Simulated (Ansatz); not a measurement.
Level of theory: DFT, PBEsol, scalar-relativistic, collinear spin; plane waves to 420 eV with PAW datasets (Ansatz 0.2.0), Γ-centred 8×8×8 mesh, 0.05 eV Gaussian smearing; PAW files: Ansatz's generated set soft_2.

A crystal of composition XNi3, relaxed at this level of theory, gives this pattern between 10° and 80°.

Cu Kα1 powder pattern (kinematic, no thermal factors).
2θ (°) (relative intensity): 23.63 (27), 33.66 (23), 41.54 (100), 48.35 (48), 54.49 (13), 60.20 (10), 70.78 (29), 75.79 (6)

Task: Which lattice and cell does the pattern come from?

Result: Cubic, space group Pm-3m (No. 221), a = 3.762 Å, b = 3.762 Å, c = 3.762 Å, α = 90.00°, β = 90.00°, γ = 90.00°. The line positions fix the lattice at most, not the space group, and lines under 1 % of the strongest aren't listed; this is the group of the computed cell.

The calculation on XNi3, where X is one element, gave:

* Band gap: zero (metallic)
* Density of states at the Fermi level: about 3 states/(eV·atom)
* Magnetic state: ferromagnetic (the only order tried)
* Site spin moments: X 0.47; Ni 0.30 μB
* Spin moment of the cell: 1.31 μB
* f electrons (orthogonalised atomic orbitals): X 13.46
* Formation energy from the elements (0 K, uncorrected): -0.03 eV/atom
* Bulk modulus (Birch–Murnaghan): 137 GPa
* Pressure derivative B0′: 4.6

Sites: X on 1a, Ni on 3c.

Task: Which element is X?
A. Lu
B. Yb
C. Tm
D. Er

Result: B. X is Yb, so the compound is YbNi3.

The structure was built from a prototype; whether the compound forms in it isn't claimed.

Without a U the 4f levels of Yb lie too near the Fermi level, so their share of the states there, and what hangs on it, is overstated. Scalar-relativistic only: spin–orbit splittings of the heavy atoms' levels are missing. Site moments are of spin, integrated over atomic spheres. Only parallel moments were tried, so the real magnetic order may be another.
